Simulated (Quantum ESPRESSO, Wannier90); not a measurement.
Wannier functions of GeTe(PbSe)$_{2}$ (P3m1)

Structure: Materials Project mp-1224368, symmetrised, not relaxed again. Not found in the COD (Crystallography Open Database) copy used; not checked further. Method: PBEsol plane waves in Quantum ESPRESSO 7.5 (PseudoDojo norm-conserving files, 69 Ry, no spin polarisation, no spin-orbit coupling), Bloch states on a 6×6×4 mesh through Γ, Wannier90 4.0.1. Density: 12×12×4 mesh, Gaussian smearing 0.01 Ry. Spin-orbit coupling is left out although heavy elements are present.

```
begin unit_cell_cart
ang
    4.3205301135    0.0000000000    0.0000000000
   -2.1602650568    3.7416888361    0.0000000000
    0.0000000000    0.0000000000   10.8339200000
end unit_cell_cart
mp_grid = 6 6 4
```

**Question.** Which shells of neighbouring k-points and which b-vectors and weights does Wannier90 pick for this cell and mesh?

**Answer.** 
```
 *---------------------------------- K-MESH ----------------------------------*
 +----------------------------------------------------------------------------+
 |                    Distance to Nearest-Neighbour Shells                    |
 |                    ------------------------------------                    |
 |          Shell             Distance (Ang^-1)          Multiplicity         |
 |          -----             -----------------          ------------         |
 |             1                   0.144989                      2            |
 |             2                   0.279873                      6            |
 |             3                   0.289977                      2            |
 |             4                   0.315199                     12            |
 |             5                   0.403008                     12            |
 |             6                   0.434966                      2            |
 |             7                   0.484754                      6            |
 |             8                   0.505973                     12            |
       ... (lines left out)
 +----------------------------------------------------------------------------+
 | The b-vectors are chosen automatically                                     |
 | The following shells are used:                       1,  2                 |
 +----------------------------------------------------------------------------+
 |                        Shell   # Nearest-Neighbours                        |
 |                        -----   --------------------                        |
 |                          1               2                                 |
 |                          2               6                                 |
 +----------------------------------------------------------------------------+
 | Completeness relation is fully satisfied [Eq. (B1), PRB 56, 12847 (1997)]  |
 +----------------------------------------------------------------------------+
 |                  b_k Vectors (Ang^-1) and Weights (Ang^2)                  |
 |                  ----------------------------------------                  |
 |            No.         b_k(x)      b_k(y)      b_k(z)        w_b           |
 |            ---        --------------------------------     --------        |
 |             1         0.000000    0.000000    0.144989    23.784909        |
 |             2         0.000000    0.000000   -0.144989    23.784909        |
 |             3         0.000000    0.279873    0.000000     4.255561        |
 |             4         0.242377    0.139936    0.000000     4.255561        |
 |             5         0.000000   -0.279873    0.000000     4.255561        |
 |             6         0.242377   -0.139936    0.000000     4.255561        |
 |             7        -0.242377   -0.139936    0.000000     4.255561        |
 |             8        -0.242377    0.139936    0.000000     4.255561        |
```
